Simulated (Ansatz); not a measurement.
Zn4TeS3 in space group P-4m2 (No. 115; Pearson symbol tP8), PBE (plane waves, PAW; program Ansatz). The conduction-band minimum lies at Γ, with 1 equivalent valley. Second derivatives d²E/dk² of the lowest band at one valley (eV·Å²), along Cartesian directions:

```json
[
 {"direction": "[100]", "d²E/dk²": "56.56"},
 {"direction": "[010]", "d²E/dk²": "56.56"},
 {"direction": "[001]", "d²E/dk²": "55.38"},
 {"direction": "[110]", "d²E/dk²": "56.62"},
 {"direction": "[101]", "d²E/dk²": "55.95"},
 {"direction": "[011]", "d²E/dk²": "55.95"}
]
```

**Question.** Find the principal effective masses, the density-of-states mass and the conductivity mass.

**Answer.** Off-diagonal terms follow from H_xy = H[110] − (H_xx + H_yy)/2, and m*/mₑ = 7.620 eV·Å² over each eigenvalue: 0.13, 0.13, 0.14. One valley's DOS mass (m₁m₂m₃)^(1/3) = 0.14, conductivity mass 3/(Σ 1/mᵢ) = 0.14 mₑ.

**Question.** What effective density of states Nc follows at 300 K for parabolic valleys?

**Answer.** Nc = 2.509e19 × 1 × (0.14)^(3/2) ≈ 1.3e18 cm⁻³.

The start of the workflow was typed in or built on a structure type; neither database checked (COD, Materials Project) lists it. Its standing as an ambient phase is unchecked. The PBE relaxation kept the symmetry of its start; its stability against distortions is not shown here. Scalar-relativistic: spin–orbit coupling is off unless named, which matters more the heavier the elements.

Potentials: the earlier of the program's two PAW sets.

Edges and masses are those of Kohn–Sham bands, whose gap is no quasiparticle gap.
